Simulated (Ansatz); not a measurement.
CoMo:
```xyz
2
Lattice="2.6230 0.0000 0.0000 0.0000 2.6230 0.0000 0.0000 0.0000 3.6799" Properties=species:S:1:pos:R:3 pbc="T T T"
Co     0.0000     0.0000     0.0000
Mo     1.3115     1.3115     1.8400
```

Relaxed with r²SCAN.

Task: Which orbitals make up the states near the Fermi level in r²SCAN in the plane-wave PAW code Ansatz?

Result: Within 0.5 eV of the Fermi level: Co 3d 56 %, Mo 4d 37 %. Projections are on Löwdin-orthogonalised atomic valence shells; empty p or d shells of many metals are not among them.

Task: Tabulate the density of states.

Result: States/eV per cell of 2 atoms, in 0.25 eV bins, energy from the Fermi level.

```
E (eV)  total  Co 3d  Mo 4d  Mo 5s
------  -----  -----  -----  -----
-7.85    0.08   0.00   0.00   0.05
-7.60    0.11   0.00   0.00   0.06
-7.35    0.13   0.00   0.00   0.07
-7.10    0.15   0.00   0.01   0.08
-6.85    0.18   0.00   0.01   0.09
-6.60    0.21   0.00   0.01   0.10
-6.35    0.26   0.01   0.04   0.11
-6.10    0.37   0.02   0.10   0.12
-5.85    0.63   0.06   0.26   0.13
-5.60    1.04   0.11   0.50   0.16
-5.35    1.27   0.15   0.64   0.15
-5.10    1.48   0.21   0.80   0.14
-4.85    1.66   0.27   0.97   0.13
-4.60    1.52   0.35   0.88   0.13
-4.35    2.00   0.72   1.04   0.15
-4.10    2.40   0.92   1.26   0.16
-3.85    2.90   1.10   1.56   0.16
-3.60    2.55   1.06   1.30   0.12
-3.35    2.16   0.97   1.04   0.08
-3.10    2.39   1.18   1.05   0.06
-2.85    2.05   1.12   0.79   0.03
-2.60    2.13   1.26   0.72   0.03
-2.35    2.71   1.74   0.77   0.06
-2.10    3.32   2.25   0.82   0.07
-1.85    3.85   2.69   0.87   0.08
-1.60    4.90   3.50   1.07   0.10
-1.35    4.35   3.09   1.00   0.08
-1.10    3.91   2.80   0.86   0.07
-0.85    3.39   2.41   0.74   0.08
-0.60    3.01   1.94   0.85   0.08
-0.35    1.69   0.90   0.64   0.05
-0.10    1.21   0.62   0.50   0.03
0.15     0.96   0.50   0.40   0.02
0.40     1.53   0.98   0.49   0.02
0.65     2.59   1.26   1.19   0.08
0.90     2.87   1.27   1.45   0.07
1.15     1.96   0.76   1.06   0.04
1.40     1.19   0.32   0.74   0.03
1.65     1.23   0.23   0.89   0.04
1.90     1.57   0.30   1.09   0.05
2.15     2.04   0.39   1.46   0.06
2.40     2.29   0.49   1.61   0.06
2.65     2.46   0.43   1.80   0.07
2.90     2.08   0.34   1.50   0.07
3.15     1.41   0.22   0.94   0.08
3.40     1.04   0.13   0.61   0.08
3.65     0.84   0.09   0.47   0.08
3.90     0.73   0.07   0.40   0.07
4.15     0.54   0.06   0.23   0.07
4.40     0.48   0.05   0.17   0.06
4.65     0.45   0.04   0.14   0.06
```

Space group P4/mmm (L1₀ or tetragonal B2). The start of the workflow was typed in or built on a structure type; neither database checked (COD, Materials Project) lists it. Its standing as an ambient phase is unchecked. The r²SCAN relaxation kept the symmetry of its start; its stability against distortions is not shown here. The workflow began spin-polarised and lost its moments. Its formation energy is positive at this level, so the cell may be metastable or incomplete. Spin–orbit coupling is left out wherever it is not named.

Potentials: the earlier of the program's two PAW sets.
